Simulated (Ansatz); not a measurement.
Here is the system:

Ca (fcc, Cu type)

```cif
data_Ca
_chemical_formula_sum 'Ca1'
_space_group_name_H-M_alt 'P 1'
_space_group_IT_number 1
_cell_length_a 3.93757
_cell_length_b 3.93757
_cell_length_c 3.93757
_cell_angle_alpha 60.000
_cell_angle_beta 60.000
_cell_angle_gamma 60.000
loop_
_space_group_symop_operation_xyz
  'x, y, z'
loop_
_atom_site_label
_atom_site_type_symbol
_atom_site_fract_x
_atom_site_fract_y
_atom_site_fract_z
_atom_site_occupancy
Ca1 Ca 0.00000 0.00000 0.00000 1
```

E(V) scan at fixed shape, V₀ the volume above. Symmetry pins the atoms to their sites.

Calculation: r2SCAN (plane waves to 500 eV, PAW, scalar-relativistic; Ansatz, an electronic-structure program). k mesh 14×14×14 (Γ-centred), Fermi-Dirac smearing 0.05 eV. E stands for the smeared free energy. Stress and pressure are positive under compression. Ca was relaxed with its symmetry unable to fall. The PAW data are Ansatz's earlier set. ΔE is measured from the relaxed starting cell.

The scan covers V/V₀ from 0.940 to 1.060 in 13 points.

Question: What is ΔE at V/V₀ = 0.940?

Answer: 9 meV/atom.

Question: What is ΔE at V/V₀ = 1.060?

Answer: 8 meV/atom.

Question: What pressure does the cell carry at V/V₀ = 0.940?

Answer: 1.2 GPa.

(Under strain, the slope of the energy per volume gives the stress and its curvature an elastic modulus.)
